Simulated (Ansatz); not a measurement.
Nb3Si2:
```cif
data_Nb6Si4
_chemical_formula_sum 'Nb6 Si4'
_space_group_name_H-M_alt 'P4/mbm'
_space_group_IT_number 127
_space_group_name_Hall '-P 4 2ab'
_cell_length_a 6.73249
_cell_length_b 6.73249
_cell_length_c 3.50240
_cell_angle_alpha 90.000
_cell_angle_beta 90.000
_cell_angle_gamma 90.000
loop_
_atom_site_label
_atom_site_type_symbol
_atom_site_symmetry_multiplicity
_atom_site_Wyckoff_symbol
_atom_site_fract_x
_atom_site_fract_y
_atom_site_fract_z
_atom_site_occupancy
Nb1 Nb 2 a 0.00000 0.00000 0.00000 1
Nb2 Nb 4 h 0.17170 0.32830 0.50000 1
Si1 Si 4 g 0.37276 0.12724 0.00000 1
```

Relaxed with r²SCAN.

**Question.** Tabulate the valence density and the electron localisation function along the shortest Si–Si contact (2.42 Å), DFT-r²SCAN in the program Ansatz with PAW potentials.

**Answer.** 

| distance from Si (Å) | density (e/Å³) | ELF |
|---|---|---|
| 0.24 | 0.09 | 0.24 |
| 0.36 | 0.16 | 0.17 |
| 0.48 | 0.25 | 0.21 |
| 0.61 | 0.34 | 0.34 |
| 0.73 | 0.41 | 0.50 |
| 0.85 | 0.44 | 0.62 |
| 0.97 | 0.44 | 0.67 |
| 1.09 | 0.44 | 0.69 |
| 1.21 | 0.43 | 0.69 |
| 1.33 | 0.44 | 0.69 |
| 1.45 | 0.44 | 0.67 |
| 1.57 | 0.44 | 0.62 |
| 1.70 | 0.41 | 0.50 |
| 1.82 | 0.34 | 0.34 |
| 1.94 | 0.25 | 0.21 |
| 2.06 | 0.16 | 0.17 |
| 2.18 | 0.09 | 0.24 |

The density is the valence pseudo-density with augmentation charge, so density and ELF within about 1 Å of a nucleus are not all-electron values.

The workflow started from a Materials Project entry (that database holds measured and hypothetical structures alike); the Crystallography Open Database copy checked does not list it. Its standing as an ambient phase is unchecked. The r²SCAN relaxation kept the symmetry of its start; whether a distortion lowers the energy is not shown. The run is not spin-polarised.

Potentials: the later of the program's two PAW sets.
